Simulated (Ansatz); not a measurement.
SiC (rock salt, Fm-3m) at seven volumes, DFT-r²SCAN in the program Ansatz with PAW potentials, scaled uniformly. One row is withheld.

```json
[
 {"V (Å³/atom)": "7.434", "P (GPa)": "?"},
 {"V (Å³/atom)": "7.679", "P (GPa)": "18.57"},
 {"V (Å³/atom)": "7.924", "P (GPa)": "8.37"},
 {"V (Å³/atom)": "8.169", "P (GPa)": "0.00"},
 {"V (Å³/atom)": "8.415", "P (GPa)": "-7.57"},
 {"V (Å³/atom)": "8.660", "P (GPa)": "-14.00"},
 {"V (Å³/atom)": "8.905", "P (GPa)": "-18.90"}
]
```

Q: Fit the shown pressures and predict the withheld one.

A: P = (3/2)B₀(x^(7/2) − x^(5/2))[1 + (3/4)(B′ − 4)(x − 1)] with x = (V₀/V)^(2/3). Least squares on the six rows gives V₀ = 8.163 Å³/atom, B₀ = 265 GPa, B′ = 4.45. At V = 7.434, x = 1.0644 and P = 30.54 GPa. The run itself gave 30.81 GPa.

This is a known high-pressure phase of the composition, computed here at zero pressure and temperature. The cell was relaxed with r²SCAN under the symmetry of its start; its stability against distortions is not shown here. Its formation energy is positive at this level, so the cell may be metastable or incomplete.

Potentials: the later of the program's two PAW sets.
